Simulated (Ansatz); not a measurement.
AgI:
```
AgI
1.0
    0.00000     3.22498     3.22498
    3.22498     0.00000     3.22498
    3.22498     3.22498     0.00000
Ag I
1 1
Direct
  0.75000   0.75000   0.75000
  0.00000   0.00000   0.00000
```

Relaxed with PBEsol. Special points in fractions of this cell's reciprocal vectors: Γ (0.000, 0.000, 0.000); X (0.500, 0.000, 0.500); U (0.625, 0.250, 0.625); K (0.375, 0.375, 0.750); L (0.500, 0.500, 0.500); W (0.500, 0.250, 0.750).

### Question
List the band energies nearest the valence-band maximum at these points for the program Ansatz at the PBEsol with spin–orbit coupling level (PAW).

### Answer
In eV from the valence-band maximum; about four levels below and three above (degenerate sets whole), none deeper than 8.9 eV; points with the same levels are listed once.

```csv
k,below,above
Γ,0.00 0.00 0.00 0.00,0.97 0.97 5.23 5.23
X,-2.30 -2.30 -1.89 -1.89,3.20 3.20 3.53 3.53
U,-2.34 -2.29 -1.71 -1.66,3.56 3.60 4.58
L,-1.14 -1.14 -0.81 -0.81,2.41 2.41 5.86 5.86
W,-2.51 -2.48 -1.90 -1.88,4.30 4.69 4.85
```

Space group F-43m (zinc blende). The cell was relaxed with PBEsol under the symmetry of its start. The run is not spin-polarised.

Potentials: the later of the program's two PAW sets.
